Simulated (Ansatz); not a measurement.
Relaxed-ion elastic tensor of BaGaHO₂ in space group P4/mmm (No. 123; Ba on 1d, Ga on 1a, O on 2f, H on 1b) in GPa (Voigt order), PBEsol (plane waves, PAW; program Ansatz); density 6.56 g/cm³, 12.16 Å³ per atom.

```
 220  91.3  79.0   0.0   0.0   0.0
91.3   220  79.0   0.0   0.0   0.0
79.0  79.0   179   0.0   0.0   0.0
 0.0   0.0   0.0  91.3   0.0   0.0
 0.0   0.0   0.0   0.0  91.3   0.0
 0.0   0.0   0.0   0.0   0.0   114
```

**Question.** Is the crystal mechanically stable?

**Answer.** Yes: the smallest eigenvalue of C is 91.3 GPa.

**Question.** Work out the Voigt, Reuss and Hill averages.

**Answer.** K_V = 124, K_R = 122, K_H = 123; G_V = 84.0, G_R = 78.8, G_H = 81.4 GPa.

**Question.** Give Young's modulus, Poisson's ratio, Pugh's ratio and the universal anisotropy index.

**Answer.** E = 9KG/(3K + G) = 200 GPa; ν = 0.23; K/G = 1.51 (brittle by the Pugh limit of 1.75); A_U = 5G_V/G_R + K_V/K_R − 6 = 0.34.

**Question.** Estimate the sound speeds and the Debye temperature.

**Answer.** v_l = √((K + 4G/3)/ρ) = 5950 m/s, v_t = √(G/ρ) = 3520 m/s, mean 3900 m/s; Θ = (h/k)(3n/4πV)^(1/3) v_m = 505 K.

**Question.** Solve the Christoffel equation for the three sound speeds along x, y, z.

**Answer.** Eigenvalues of C_ijkl n_j n_l equal ρv². In km/s, slowest first: x 3.73, 4.17, 5.80; y 3.73, 4.17, 5.80; z 3.73, 3.73, 5.22.

**Question.** How much does each axis shrink under pressure?

**Answer.** Linear compressibilities β_i = Σ_j S_ij (j = 1 to 3): x 2.3, y 2.3, z 3.6 per TPa.

The start of the workflow was typed in or built on a structure type; neither database checked (COD, Materials Project) lists it. Whether it is the stable phase at ambient conditions was not checked. The cell was relaxed with PBEsol under the symmetry of its start; phonons show weakly imaginary modes. Spin–orbit coupling is left out wherever it is not named.

Potentials: the earlier of the program's two PAW sets. The files were generated under PBE; for other functionals the program regenerates the frozen cores, and for LDA and PBEsol the local potential too.
